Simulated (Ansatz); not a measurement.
**MgO (rock salt): scan of one atom of the cell**

MgO (rock salt)

```
CELL_PARAMETERS angstrom
      0.00000     4.20438     4.20438
      2.10219     0.00000     2.10219
      2.10219     2.10219     0.00000
ATOMIC_POSITIONS crystal
  O  0.00000 0.00000 0.00000
  O  0.50000 0.00000 0.00000
  Mg 0.25000 0.50000 0.50000
  Mg 0.75000 0.50000 0.50000
```

Scan: atom 1 (O, nearest neighbour Mg at 2.102 Å; its periodic images, 3.0 Å or more away, move with it) is displaced towards the nearest neighbour, direction (0.000, -1.000, 0.000) in Cartesian axes, by s. The other atoms stay.

Calculation: r2SCAN (plane waves to 500 eV, PAW, scalar-relativistic; Ansatz, a quantum-chemistry and plane-wave program). k mesh 11×11×11 (Γ-centred), Fermi-Dirac smearing 0.05 eV. The energy includes the smearing's −TS. Stress and pressure are positive under compression. Left out: 2 of 11 points, with atoms too close for the PAW data. F∥ is the force on the atom along that direction. F⊥ is the part of the force across the line. MgO was relaxed with its symmetry unable to fall. ΔE is measured from the undisplaced structure.

```csv
s (Å),ΔE (meV/cell),F∥ (eV/Å),P (GPa),|F⊥| (eV/Å)
-0.504,1832,10.590,19.2,1.505
-0.378,838,5.659,9.4,1.100
-0.252,318,2.853,3.8,0.719
-0.126,72,1.182,0.9,0.355
0.000,0,0.000,0.0,0.000
0.126,72,-1.182,0.9,0.355
0.252,318,-2.853,3.8,0.719
0.378,838,-5.659,9.4,1.100
0.504,1832,-10.590,19.2,1.505
```

Derived quantities:

```
Property                                                                                                                                               Result
--------------------------------------------------------  ---------------------------------------------------------------------------------------------------
Energy at s = 0.504 Å                                                                                                                           1832 meV/cell
Force along the line at s = -0.504 Å                                                                                                                10.6 eV/Å
Symmetry of the curve                                                                                                           even: the same for both signs
Shape of the curve                                                                             a single well with its minimum at or next to zero displacement
Force constant k = d²E/ds² at s = 0 (finite differences)                                                                                           8.73 eV/Å²
Harmonic estimate at the end of the scan                  ½ks² = 1109 meV/cell against the computed 1832 meV/cell, so the well is stiffer than harmonic there
```

(A displaced cell: forces are minus the slopes of the energy, force constants its curvatures, and phonons follow from these.)
